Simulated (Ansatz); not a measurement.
Input file for Ansatz (a first-principles code):

Ansatz 0.2 input:
```yaml
crystal:
  lattice:
    - [5.2495178931, 0.0, 0.0]
    - [0.0, 5.9660128955, 0.0]
    - [0.0, 0.0, 2.873143173]
  atoms:
    - { symbol: Fe, position: [0.0, 0.0, 0.0] }
    - { symbol: Fe, position: [0.5, 0.5, 0.5] }
    - { symbol: As, position: [0.1786722786, 0.363050805, 0.0] }
    - { symbol: As, position: [0.8213277214, 0.636949195, 0.0] }
    - { symbol: As, position: [0.6786722786, 0.136949195, 0.5] }
    - { symbol: As, position: [0.3213277214, 0.863050805, 0.5] }
kpoints:
  mp_grid: { grid: [5, 5, 10] }
hamiltonian:
  xc: r2scan
  pseudopotentials: { kind: paw }
scf:
  occupations: { method: fixed }
checkpoint: { read: static.run }
output: { write_density: true, elf: true, volumetric_format: npy }
```

Output (shortened):

```
Pseudopotential: Fe, paw, valence charge 16
Pseudopotential: As, paw, valence charge 15
Functional definition: r2SCAN
Crystal: 6 atoms, lattice volume = 89.983 Å³
Basis set: ecut = 500 eV, 2293 PW (Γ), exchange–correlation on 160×180×96 points (64 copies of the dense FFT grid, shifted against one another)
Bands: 56, of which v1, the nominal top of the filled ones, is band 46 counted from 1 (45 counted from 0)
Symmetry: 8 space group operations
Space group: Pnnm (ITA 58), of the structure as read, at distance tolerance 4.5e-5 Å
k-points: 54 of 250
Stability of the state it starts from, as read at its close in the unpolarized treatment …
iter 1 solved again at ethr=4.92e-8 eV; its pass at ethr=3.10e-3 eV (dr2=4.52e-5 eV) is discarded
SCF iter   1: F=—  HF=-28430.914667 eV  |F-HF|=—  |Δ(HF+E_count)|=         —  Δρ=7.29e-7  dr2=2.43e-10  dr2_τ=1.54e-11  ethr=4.92e-8  ⟨swp⟩=3.5  Hψ=15767  notcnv=0  defer=422
preconditioner: auto → Resta (q_TF=auto, 2.738 Å⁻¹)
SCF iter   2: F=-28430.914667 eV  HF=-28430.914667 eV  |F-HF|=6.95e-10  |Δ(HF+E_count)|=   1.87e-8  Δρ=1.01e-6  dr2=6.81e-10  dr2_τ=1.89e-11  ethr=1.00e-12  ⟨swp⟩=10.3  Hψ=14709  notcnv=0
SCF 1 converged in 2 iterations: F = -28430.914667 eV  dr2 = 6.81e-10
SCF converged after 2 iterations
Free energy (F): -28430.914667 eV
Harris-Foulkes:  -28430.914667 eV  (|F-HF|=6.95e-10)
Internal energy: -28430.914667 eV  (E = F + TS)
E sigma→0 (E₀):  -28430.914667 eV
Fermi energy:    14.602029 eV
--- Per-component energies (eV) ---
  E_band       = -1262.732875
  E_kinetic    = 1129.965018
  E_local      = -10430.271994  (includes V_loc(G=0)·N_el)
  E_nonlocal   = -2244.243001
  E_hartree    = 5339.957981
  E_xc         = -529.415363
  E_vxc        = -683.092725  (∫ρ·V_xc dr)
  E_paw        = -10145.033592  (= ΣΔE_a)
  E_vpaw       = 242.615955  (= ΣTr[D̂ρ^β])
  E_aug_tail   = 0.000473  (compensation charges beyond the density's cutoff)
  E_vtau       = 42.375237  (kinetic-family band-sum trace: ∫τ·v_τ [+ j·A + Jᵃ·Aᵃ] dr)
  E_ewald      = -11545.465609
  E_core_change = -6.408581  (= ΣΔE_core)
  E_smearing   =  0.000000  (= −TS)
  E_closure    =  0.000000  (closes the sum)
  Σ components = -28430.914667   (vs F -28430.914667, Δ=0.00e0)
  [band-id]    e_kinetic+e_local+e_nonlocal+2·e_hartree+e_vxc+e_vpaw+e_augmentation_tail+e_vtau = -1262.735075   (vs E_band -1262.732875, Δ=-2.20e-3)
--- Band table (eV; the first three rows and the last of 54) ---
  k-point 0: bands = ["-74.9118", "-74.9117", "-39.8191", "-39.8191", "-39.7476", "-39.7473", "-39.3751", "-39.3747", "-21.5527", "-21.5491", "-21.4939", "-21.4889", "-21.4880", "-21.4867", "-21.4589", "-21.4545", "-21.4065", "-21.4028", "-21.4025", …
  k-point 1: bands = ["-74.9114", "-74.9113", "-39.8252", "-39.8251", "-39.7469", "-39.7466", "-39.3746", "-39.3741", "-21.5483", "-21.5449", "-21.4957", "-21.4889", "-21.4833", "-21.4824", "-21.4601", "-21.4560", "-21.4080", "-21.4046", "-21.4042", …
  k-point 2: bands = ["-74.9101", "-74.9100", "-39.8410", "-39.8409", "-39.7450", "-39.7448", "-39.3731", "-39.3727", "-21.5371", "-21.5342", "-21.5004", "-21.4946", "-21.4686", "-21.4680", "-21.4632", "-21.4600", "-21.4117", "-21.4091", "-21.4085", …
  k-point 53: bands = ["-74.9069", "-74.9069", "-39.8821", "-39.8821", "-39.7401", "-39.7401", "-39.3692", "-39.3691", "-21.5127", "-21.5123", "-21.5073", "-21.5068", "-21.4728", "-21.4728", "-21.4323", "-21.4319", "-21.4223", "-21.4216", "-21.4173", …
```

Cost: roughly 27 core-seconds on shared cores.

The workflow started from a Materials Project entry (that database holds measured and hypothetical structures alike); the Crystallography Open Database files this formula in space group No. 58, but the cells were not matched. Whether it is the stable phase at ambient conditions was not checked. Symmetry was held in the r²SCAN relaxation; its stability against distortions is not shown here. The run is not spin-polarised. Scalar-relativistic: spin–orbit coupling is off unless named, which matters more the heavier the elements.

Potentials: the later of the program's two PAW sets.

Ansatz is a plane-wave DFT program.
